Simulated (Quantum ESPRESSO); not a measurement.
# Al4CP2S: convergence and cost over cutoff and k mesh

Computed values, not a measurement. The program is pw.x of Quantum ESPRESSO 7.5 (plane-wave density functional theory). The cell is made up: 8 atoms on a zincblende/diamond lattice, with randomly drawn elements, strain and displacements, not relaxed. PseudoDojo standard norm-conserving files (v0.5 for PBE, v0.4.1 for LDA and PBEsol) set the functional; there is no spin polarisation, spin-orbit coupling or dispersion term, and the masses in the input are unused placeholders.

Input of the run in row 2:

```
&control calculation='scf', pseudo_dir='./dojo.nc.sr.pbe.v0_5.standard.upf', outdir='./o', disk_io='medium', tprnfor=.true., tstress=.true. /
&system ibrav=0, nat=8, ntyp=4, nbnd=22, ecutwfc=82.02448710, nosym=.true., tot_charge=0,
 occupations='smearing', smearing='fd', degauss=0.0018374661
/
&electrons conv_thr=7.350e-09, electron_maxstep=60, /
ATOMIC_SPECIES
Al 1.0 Al.upf
C 1.0 C.upf
P 1.0 P.upf
S 1.0 S.upf
CELL_PARAMETERS angstrom
5.5586 -0.0847 -0.057
-0.0847 5.3962 0.0192
-0.057 0.0192 5.4523
ATOMIC_POSITIONS angstrom
Al 0.0552 -0.0516 0.053
Al 0.0502 2.7076 2.7385
Al 2.58 0.0149 2.7393
Al 2.6761 2.6567 0.0385
C 1.2733 1.2835 1.3586
P 1.3983 4.0553 3.9808
P 4.1876 1.4741 4.0572
S 4.14 3.9289 1.4415
K_POINTS automatic
4 4 4 1 1 1
```

The same cell was run at these settings. Meshes are shifted by half a step, and differences are from the last row, which is itself not exact.

| cutoff (eV) | k mesh | k points solved | threshold (eV) | free energy less the last row's (eV) | pressure (GPa) | largest stress difference (GPa) | largest force difference (eV/Å) | iterations | wall time (s) | k-point pools | processor |
| --- | --- | --- | --- | --- | --- | --- | --- | --- | --- | --- | --- |
| 781 | 2 x 2 x 2 | 4 | 1e-04 | 0.365 | -6.11 | 0.15 | 0.048 | 9 | 35 | 1 | AMD EPYC, Zen 5 class |
| 1116 | 4 x 4 x 4 | 32 | 1e-07 | 0.004 | -6.07 | 0.01 | 0.001 | 12 | 358 | 1 | AMD EPYC, Zen 5 class |
| 1347 | 6 x 6 x 6 | 108 | 1e-07 | 0.000 | -6.07 | 0.00 | 0.000 | 12 | 1592 | 1 | AMD EPYC, Zen 5 class |

Each pool is one process. Wall times include start-up and a band step at six k points, which weighs most on the coarsest meshes. The runs were on shared virtual cores whose load varied, so times are rough.